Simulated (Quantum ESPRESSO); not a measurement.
## AgTaLi2Mo2Au2 (input and log of a self-consistent run)

A calculation, not a measurement. The program is pw.x of Quantum ESPRESSO 7.5 (plane-wave density functional theory). The cell is made up: eight metal atoms on a face-centred cubic lattice, with elements, volume, strain and displacements drawn at random and not relaxed, so it may be unstable or far from any real phase. PseudoDojo standard norm-conserving files set the functional (PBE unless stated); there is no spin polarisation or spin-orbit coupling, the Fermi-Dirac width of 0.25 eV means electrons at about 2900 K, and the masses in the input are unused placeholders. Heavy elements are run without spin-orbit coupling, which real alloys of them have. A spin test at this wide smearing found no moment, but such smearing suppresses magnetism that the real alloy may have.

Input:

```
&control calculation='scf', pseudo_dir='./dojo.nc.sr.pbe.v0_5.standard.upf', outdir='./o', disk_io='minimal', tprnfor=.true., tstress=.true. /
&system ibrav=0, nat=8, ntyp=5, nbnd=65, ecutwfc=84.00895049, nosym=.true., tot_charge=0,
 occupations='smearing', smearing='fd', degauss=0.0183746611
/
&electrons conv_thr=1.470e-08, electron_maxstep=70, mixing_beta=0.5 /
ATOMIC_SPECIES
Ag 1.0 Ag.upf
Au 1.0 Au.upf
Li 1.0 Li.upf
Mo 1.0 Mo.upf
Ta 1.0 Ta.upf
CELL_PARAMETERS angstrom
0.0 2.0278 2.0278
-4.0555 2.0278 -2.0278
-4.0555 -6.0833 6.0833
ATOMIC_POSITIONS angstrom
Ag 0.0155 -0.0085 -0.0401
Ta -4.0454 -4.0666 4.0768
Li -4.0378 -2.033 2.0606
Li -4.0074 -0.1543 -0.075
Mo -1.9785 -2.0011 4.0261
Au -2.0524 -0.069 2.047
Au -2.0466 1.9908 -0.0074
Mo -6.0701 -1.9945 4.0948
K_POINTS automatic
8 5 3 1 1 1
```

The log is shortened where brackets say so; the opening notice, blank lines, dates and the lines on written files are dropped, and the path of the files is cut. It prints rydbergs, bohrs and kilobars, and counts compression as positive stress. Its total energy is the free energy E - TS of the whole cell.

```
     Program PWSCF v.7.5
     Parallel version (MPI & OpenMP), running on       4 processor cores
     Number of MPI processes:                 4
     Threads/MPI process:                     1
     [start-up lines left out]
     bravais-lattice index     =            0
     lattice parameter (alat)  =       5.4192  a.u.
     unit-cell volume          =     900.2764 (a.u.)^3
     number of atoms/cell      =            8
     number of atomic types    =            5
     number of electrons       =       104.00
     number of Kohn-Sham states=           65
     kinetic-energy cutoff     =      84.0090  Ry
     charge density cutoff     =     336.0358  Ry
     scf convergence threshold =      1.5E-08
     mixing beta               =       0.5000
     number of iterations used =            8  plain     mixing
     Exchange-correlation= PBE
                           (   1   4   3   4   0   0   0)
     [axes and pseudopotential details left out]
   Cartesian axes
     site n.     atom                  positions (alat units)
         1        Ag     tau(   1) = (   0.0054049  -0.0029640  -0.0139831  )
         2        Ta     tau(   2) = (  -1.4106568  -1.4180493   1.4216061  )
         3        Li     tau(   3) = (  -1.4080066  -0.7089201   0.7185444  )
         4        Li     tau(   4) = (  -1.3974059  -0.0538054  -0.0261530  )
         5        Mo     tau(   5) = (  -0.6899156  -0.6977963   1.4039267  )
         6        Au     tau(   6) = (  -0.7156850  -0.0240607   0.7138019  )
         7        Au     tau(   7) = (  -0.7136625   0.6942046  -0.0025804  )
         8        Mo     tau(   8) = (  -2.1166825  -0.6954949   1.4278829  )
     number of k points=    60  Fermi-Dirac smearing, width (Ry)=  0.0184
                       cart. coord. in units 2pi/alat
        k(    1) = (  -0.0824980   0.0324089   0.0559794), wk =   0.0333333
        k(    2) = (   0.0353575   0.1502615  -0.0618732), wk =   0.0333333
     [further k points left out]
     Dense  grid:    93571 G-vectors     FFT dimensions: (  32,  60, 108)
     Estimated max dynamical RAM per process >     342.51 MB
     Estimated total dynamical RAM >       1.27 GB
     Initial potential from superposition of free atoms
     starting charge     103.9864, renormalised to     104.0000
     Starting wfcs are   64 randomized atomic wfcs +    1 random wfcs
     total cpu time spent up to now is        5.9 secs
     per-process dynamical memory:   269.8 Mb
     Self-consistent Calculation
     iteration #  1     ecut=    84.01 Ry     beta= 0.50
     Davidson diagonalization with overlap
     ethr =  1.00E-02,  avg # of iterations =  3.0
     total cpu time spent up to now is       20.4 secs
     total energy              =   -1340.36785127 Ry
     estimated scf accuracy    <       4.26181674 Ry
     iteration #  2     ecut=    84.01 Ry     beta= 0.50
     Davidson diagonalization with overlap
     ethr =  4.10E-03,  avg # of iterations =  4.4
     total cpu time spent up to now is       37.4 secs
     total energy              =   -1337.34757364 Ry
     estimated scf accuracy    <      73.27568901 Ry
     iteration #  3     ecut=    84.01 Ry     beta= 0.50
     Davidson diagonalization with overlap
     ethr =  4.10E-03,  avg # of iterations =  5.2
     total cpu time spent up to now is       54.3 secs
     total energy              =   -1342.27794400 Ry
     estimated scf accuracy    <       4.38497103 Ry
     iteration #  4     ecut=    84.01 Ry     beta= 0.50
     Davidson diagonalization with overlap
     ethr =  4.10E-03,  avg # of iterations =  2.1
     total cpu time spent up to now is       66.4 secs
     total energy              =   -1342.45365351 Ry
     estimated scf accuracy    <      10.43008128 Ry
     iteration #  5     ecut=    84.01 Ry     beta= 0.50
     Davidson diagonalization with overlap
     ethr =  4.10E-03,  avg # of iterations =  1.1
     total cpu time spent up to now is       77.6 secs
     total energy              =   -1342.86228645 Ry
     estimated scf accuracy    <       0.51365108 Ry
     [iterations 6 to 12 left out]
     iteration # 13     ecut=    84.01 Ry     beta= 0.50
     Davidson diagonalization with overlap
     ethr =  7.69E-10,  avg # of iterations =  2.0
     total cpu time spent up to now is      183.7 secs
     total energy              =   -1342.90137056 Ry
     estimated scf accuracy    <       0.00000026 Ry
     iteration # 14     ecut=    84.01 Ry     beta= 0.50
     Davidson diagonalization with overlap
     ethr =  2.54E-10,  avg # of iterations =  2.0
     total cpu time spent up to now is      196.3 secs
     total energy              =   -1342.90137059 Ry
     estimated scf accuracy    <       0.00000025 Ry
     iteration # 15     ecut=    84.01 Ry     beta= 0.50
     Davidson diagonalization with overlap
     ethr =  2.41E-10,  avg # of iterations =  1.0
     total cpu time spent up to now is      207.8 secs
     total energy              =   -1342.90137059 Ry
     estimated scf accuracy    <       0.00000011 Ry
     iteration # 16     ecut=    84.01 Ry     beta= 0.50
     Davidson diagonalization with overlap
     ethr =  1.08E-10,  avg # of iterations =  2.0
     total cpu time spent up to now is      220.2 secs
     total energy              =   -1342.90137060 Ry
     estimated scf accuracy    <       0.00000015 Ry
     iteration # 17     ecut=    84.01 Ry     beta= 0.50
     Davidson diagonalization with overlap
     ethr =  1.08E-10,  avg # of iterations =  1.0
     total cpu time spent up to now is      231.7 secs
     End of self-consistent calculation
     [lines on levels left out]
!    total energy              =   -1342.90137061 Ry
     estimated scf accuracy    <          1.0E-09 Ry
     smearing contrib. (-TS)   =      -0.09077958 Ry
     internal energy E=F+TS    =   -1342.81059102 Ry
     The total energy is F=E-TS. E is the sum of the following terms:
     one-electron contribution =    -647.10091052 Ry
     hartree contribution      =     364.34163239 Ry
     xc contribution           =    -227.91538998 Ry
     ewald contribution        =    -832.13592292 Ry
     convergence has been achieved in  17 iterations
     Forces acting on atoms (cartesian axes, Ry/au):
     atom    1 type  1   force =    -0.01138735   -0.01420068    0.02070098
     atom    2 type  5   force =     0.01811874    0.02218758   -0.01984336
     atom    3 type  3   force =     0.00873061    0.00989604   -0.01045602
     atom    4 type  3   force =     0.01228965    0.01350459   -0.00190896
     atom    5 type  4   force =    -0.03499704   -0.04336681    0.03722007
     atom    6 type  2   force =    -0.00663254   -0.00904935    0.00520750
     atom    7 type  2   force =    -0.00452826   -0.00503377    0.00464041
     atom    8 type  4   force =     0.01840619    0.02606241   -0.03556063
     Total force =     0.097921     Total SCF correction =     0.000247
     Computing stress (Cartesian axis) and pressure
          total   stress  (Ry/bohr**3)                   (kbar)     P=      -11.42
   0.00004102   0.00000393  -0.00002956            6.03        0.58       -4.35
   0.00000393  -0.00015297  -0.00012493            0.58      -22.50      -18.38
  -0.00002956  -0.00012493  -0.00012086           -4.35      -18.38      -17.78
     init_run     :      5.26s CPU      5.62s WALL (       1 calls)
     electrons    :    223.41s CPU    225.78s WALL (       1 calls)
     forces       :      2.23s CPU      2.26s WALL (       1 calls)
     stress       :      7.90s CPU      7.91s WALL (       1 calls)
     [timing details left out]
     PWSCF        :   3m59.18s CPU   4m 1.98s WALL
     JOB DONE.
```

In other units: free energy -18271.104 eV for the cell, pressure -1.14 GPa, largest force component 1.115 eV/Å in size. The run took 244 s of wall time with four MPI processes on a shared machine (AMD EPYC, older, virtual cores), so the time is rough. A rerun of this cell at a higher cutoff and on a denser mesh moved values by no more than 0.002 eV in energy, 0.05 GPa in stress and 0.012 eV/Å in force, and a second program with other atomic files agreed on that cell to 2 % rms in force and 0.5 GPa in pressure.